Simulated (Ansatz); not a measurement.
Ansatz input

```yaml
crystal:
  lattice:
    - [0.0, 2.9809975018, 2.9809975018]
    - [2.9809975018, 0.0, 2.9809975018]
    - [2.9809975018, 2.9809975018, 0.0]
  atoms:
    - { symbol: Nb, position: [0.125, 0.125, 0.125] }
    - { symbol: Nb, position: [0.875, 0.875, 0.875] }
hamiltonian:
  xc: blyp
  pseudopotentials:
    kind: paw
    azcp:
      Nb: "pseudopotentials/Nb.paw.azcp"
basis:
  ecutwfc: 420
  fft_grid_basis: typed
kpoints:
  mp_grid: { grid: [10, 10, 10], shift: [0, 0, 0] }
magnetization:
  spin_polarized: false
scf:
  occupations: { method: fermi_dirac, width: 0.1 }
  lower_state_search: "off"
output:
  stress: true
```

and its output:

```
Engine: ansatz 0.2.0, x86_64-unknown-linux-gnu
Pseudopotentials: kind: paw
Pseudopotential: Nb, paw, valence charge 13, recommended cutoff 420 eV (normal) 
Functional definition: BLYP
  parameter beta = 0.0042
  parameter a = 0.04918
  parameter b = 0.132
  parameter c = 0.2533
  parameter d = 0.349
  exchange = b88_x(beta = beta)
  correlation = lyp_c(a = a, b = b, c = c, d = d)
Crystal: 2 atoms, lattice volume = 52.980 Å³
Basis set: ecut = 420 eV, 1037 PW (Γ), exchange–correlation on 60×60×60 points (8 copies of the dense FFT grid, shifted against one another)
Bands: 17, of which v1, the nominal top of the filled ones, is band 13 counted from 1 (12 counted from 0)
Symmetry: 48 space group operations
Space group: Fd-3m (ITA 227), of the structure as read, at distance tolerance 3.8e-5 Å
k-points: 47 of 1000
Non-local potential: Nb, projectors of the file, l = 0: 3, l = 1: 2, l = 2: 2, l = 3: 1
PAW form: soft (Blöchl's): semilocal exchange-correlation on the pseudo side does not see the compensation charge
PAW frozen core: Nb, regenerated for the run's functional, and the local potential with it (the file was generated under x = pbe(κ = 0.804, μ = 0.2195149727645171), c = pbe(β = 0.06672455060314922))
PAW one-centre angular grid: Nb, 590 points (default); XC on 64 Gauss nodes
Initial density: superposition of atomic densities (neutral atoms: chi_scale 0, normalization atom), corrected by the library's trained network
Initial wavefunctions: pseudopotential atomic-orbital guess
Functional: x = b88, c = lyp
SCF iter   1: F=—  HF=-9126.138741 eV  |F-HF|=—  |Δ(HF+E_count)|=         —  Δρ=8.24e-3  dr2=6.21e-2  ethr=1.77e-3  ⟨swp⟩=5.2  Hψ=4008  notcnv=0
SCF iter   2: F=—  HF=-9126.131571 eV  |F-HF|=—  |Δ(HF+E_count)|=   7.17e-3  Δρ=5.10e-3  dr2=2.52e-2  ethr=2.39e-4  ⟨swp⟩=1.0  Hψ=1175  notcnv=0
SCF iter   3: F=—  HF=-9126.129195 eV  |F-HF|=—  |Δ(HF+E_count)|=   2.38e-3  Δρ=1.16e-3  dr2=1.16e-3  ethr=9.70e-5  ⟨swp⟩=2.0  Hψ=1047  notcnv=0
SCF iter   4: F=—  HF=-9126.129570 eV  |F-HF|=—  |Δ(HF+E_count)|=   3.75e-4  Δρ=2.91e-4  dr2=4.29e-5  ethr=4.47e-6  ⟨swp⟩=2.0  Hψ=1041  notcnv=0
SCF iter   5: F=—  HF=-9126.129638 eV  |F-HF|=—  |Δ(HF+E_count)|=   6.73e-5  Δρ=5.70e-5  dr2=1.50e-6  ethr=1.65e-7  ⟨swp⟩=2.0  Hψ=1023  notcnv=0
SCF iter   6: F=-9126.129642 eV  HF=-9126.129642 eV  |F-HF|=2.98e-7  |Δ(HF+E_count)|=   4.40e-6  Δρ=1.38e-5  dr2=7.44e-8  ethr=3.85e-10  ⟨swp⟩=3.1  Hψ=3307  notcnv=0
SCF 1 converged in 6 iterations: F = -9126.129642 eV  dr2 = 7.44e-8
SCF converged after 6 iterations
Free energy (F): -9126.129642 eV
Harris-Foulkes:  -9126.129642 eV  (|F-HF|=2.98e-7)
Internal energy: -9126.009919 eV  (E = F + TS)
E sigma→0 (E₀):  -9126.069780 eV
Entropy (-TS):   -0.119724 eV (-59.862 meV/atom)
Fermi energy:    11.436126 eV
--- Per-component energies (eV) ---
  E_band       = -296.304772
  E_kinetic    = 791.822462
  E_local      = -2183.522324  (includes V_loc(G=0)·N_el)
  E_nonlocal   = 249.037046
  E_hartree    = 739.455893
  E_xc         = -342.657391
  E_vxc        = -414.257629  (∫ρ·V_xc dr)
  E_paw        = -6181.560429  (= ΣΔE_a)
  E_vpaw       = -218.298717  (= ΣTr[D̂ρ^β])
  E_aug_tail   = 0.000016  (compensation charges beyond the density's cutoff)
  E_ewald      = -2198.758799
  E_core_change = 0.173607  (= ΣΔE_core)
  E_smearing   = -0.119724  (= −TS)
  E_closure    = 0.000000  (closes the sum)
  Σ components = -9126.129642   (vs F -9126.129642, Δ=0.00e0)
--- Stress (GPa, compression-positive) ---
        2.571036      -0.000000       0.000000
        0.000000       2.571036       0.000000
        0.000000      -0.000000       2.571036
  P = ⅓ Tr σ = 2.5710 GPa (25.710 kbar)
```
